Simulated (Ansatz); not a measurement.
GePd$_{2}$ in space group P-62m (No. 189; Ge on 2c, Ge on 1b, Pd on 3g, Pd on 3f) at seven volumes, r²SCAN in the plane-wave PAW code Ansatz, shape and atoms relaxed at each. One row is withheld.

```json
[
 {"V (Å³/atom)": "13.676", "P (GPa)": "19.49"},
 {"V (Å³/atom)": "14.127", "P (GPa)": "11.97"},
 {"V (Å³/atom)": "14.578", "P (GPa)": "?"},
 {"V (Å³/atom)": "15.029", "P (GPa)": "0.00"},
 {"V (Å³/atom)": "15.479", "P (GPa)": "-4.39"},
 {"V (Å³/atom)": "15.930", "P (GPa)": "-8.16"},
 {"V (Å³/atom)": "16.381", "P (GPa)": "-11.25"}
]
```

Fit the shown pressures and predict the withheld one.

P = (3/2)B₀(x^(7/2) − x^(5/2))[1 + (3/4)(B′ − 4)(x − 1)] with x = (V₀/V)^(2/3). Least squares on the six rows gives V₀ = 15.036 Å³/atom, B₀ = 163 GPa, B′ = 4.97. At V = 14.578, x = 1.0208 and P = 5.45 GPa. The run itself gave 5.42 GPa.

The workflow started from a Materials Project entry (that database holds measured and hypothetical structures alike); the Crystallography Open Database copy checked does not list it. Its standing as an ambient phase is unchecked. The cell was relaxed with r²SCAN under the symmetry of its start; whether a distortion lowers the energy is not shown. The run is not spin-polarised.

Potentials: the later of the program's two PAW sets.
